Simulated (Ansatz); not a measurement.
The relaxed structure here is a generated cell of ScAl3: the first start was made by placing the elements on the sites of a structure type, and the end was not matched to a known phase here, so it may be hypothetical.

The start is a generated trial cell of ScAl3 in the AFLOW prototype A3B_hP4_191_bc_a (as in Li3N). The cell and all atomic positions are relaxed at zero pressure with r2SCAN (plane waves to 500 eV, PAW, scalar-relativistic; Ansatz, an electronic-structure program). First-step values are on the input's coarse k-mesh.

Ansatz input (later rounds restart from its end on a renewed k-mesh):
Ansatz 0.2 input:
```yaml
crystal:
  lattice:
    - [4.2157687, 0, 0]
    - [-2.1078844, 3.6509628, 0]
    - [0, 0, 4.4646162]
  atoms:
    - { symbol: Al, position: [0, 0, 0.5] }
    - { symbol: Al, position: [0.33333333, 0.66666667, 0] }
    - { symbol: Al, position: [0.66666667, 0.33333333, 0] }
    - { symbol: Sc, position: [0, 0, 0] }
basis: { ecutwfc: 500, ecutrho_ratio: 4, xc_grid: 4, fft_grid_basis: typed }
kpoints: { mp_grid: { grid: [9, 9, 7] } }
hamiltonian:
  xc: r2scan
  dispersion: none
  pseudopotentials: { kind: paw }
scf: { occupations: { method: fermi_dirac, width: 0.05 } }
relax: { f_tol: 0.01, max_steps: 100, cell: { stress_tol: 0.02 } }
output: { forces: true, stress: true }
```

**Question.** How large is the pressure on the unrelaxed cell, and of which sign?

**Answer.** +40.4 GPa (positive: the cell is compressed).

**Question.** By how much does the energy per atom fall from start to end?

**Answer.** 0.93 eV/atom.

**Question.** How does the volume per atom move from start to end?

**Answer.** +60.3 %, from 17.18 to 27.54 Å³/atom.

**Question.** How do the shortest distances between atoms change?

**Answer.** The closest pairs of elements (up to four, under 3.6 Å), start → end: Al–Sc 2.23 → 2.75 Å; Al–Al 2.43 → 2.77 Å.

**Question.** What band gap does the relaxed structure have at this level?

**Answer.** Zero (metallic).

**Question.** Give the final cell and atomic positions.

**Answer.** 
```cif
data_Al3Sc
_chemical_formula_sum 'Al3 Sc1'
_space_group_name_H-M_alt 'P6/mmm'
_space_group_IT_number 191
_space_group_name_Hall '-P 6 2'
_cell_length_a 4.80557
_cell_length_b 4.80557
_cell_length_c 5.50847
_cell_angle_alpha 90.000
_cell_angle_beta 90.000
_cell_angle_gamma 120.000
loop_
_atom_site_label
_atom_site_type_symbol
_atom_site_symmetry_multiplicity
_atom_site_Wyckoff_symbol
_atom_site_fract_x
_atom_site_fract_y
_atom_site_fract_z
_atom_site_occupancy
Al1 Al 1 b 0.00000 0.00000 0.50000 1
Al2 Al 2 c 0.33333 0.66667 0.00000 1
Sc1 Sc 1 a 0.00000 0.00000 0.00000 1
```

The space group stays P6/mmm (No. 191) (the run could not lower it); the end is AFLOW prototype A3B_hP4_191_bc_a (as in Li3N), with 4 atoms in the primitive cell. Final values are on a 11×11×9 k-mesh of the relaxed cell. No spin polarisation in the result. A magnetic state may lie lower.

The run could not lose the symmetry of its start: the end is stationary, and may be a saddle point rather than a minimum.

All atoms sit on sites fixed by symmetry, so only the cell could relax.
